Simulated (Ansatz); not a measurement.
WO3 in space group P-42_1m (No. 113; W on 4e, O on 4e, O on 8f), DFT-LDA in the program Ansatz with PAW potentials. The conduction-band minimum lies at Γ, with 1 equivalent valley. Second derivatives d²E/dk² of the lowest band at one valley (eV·Å²), along Cartesian directions:

```json
[
 {"direction": "[100]", "d²E/dk²": "35.39"},
 {"direction": "[010]", "d²E/dk²": "35.39"},
 {"direction": "[001]", "d²E/dk²": "0.3443"},
 {"direction": "[110]", "d²E/dk²": "35.38"},
 {"direction": "[101]", "d²E/dk²": "17.88"},
 {"direction": "[011]", "d²E/dk²": "17.88"}
]
```

**Question.** Find the principal effective masses, the density-of-states mass and the conductivity mass.

**Answer.** Off-diagonal terms follow from H_xy = H[110] − (H_xx + H_yy)/2, and m*/mₑ = 7.620 eV·Å² over each eigenvalue: 0.22, 0.22, 22. One valley's DOS mass (m₁m₂m₃)^(1/3) = 1.0, conductivity mass 3/(Σ 1/mᵢ) = 0.32 mₑ.

**Question.** What effective density of states Nc follows at 300 K for parabolic valleys?

**Answer.** Nc = 2.509e19 × 1 × (1.0)^(3/2) ≈ 2.5e19 cm⁻³.

The first step of the workflow began from a Materials Project structure, measured or hypothetical; the Crystallography Open Database copy checked does not list it. COD files the formula under space group No. 2, 14, 62, 129, 130, 191. Whether it is the stable phase at ambient conditions was not checked. Symmetry was held in the LDA relaxation; phonons show weakly imaginary modes. No spin polarisation was allowed. No Hubbard U is applied. Scalar-relativistic: spin–orbit coupling is off unless named, which matters more the heavier the elements.

Potentials: the later of the program's two PAW sets.

Edges and masses are those of Kohn–Sham bands, whose gap is no quasiparticle gap.
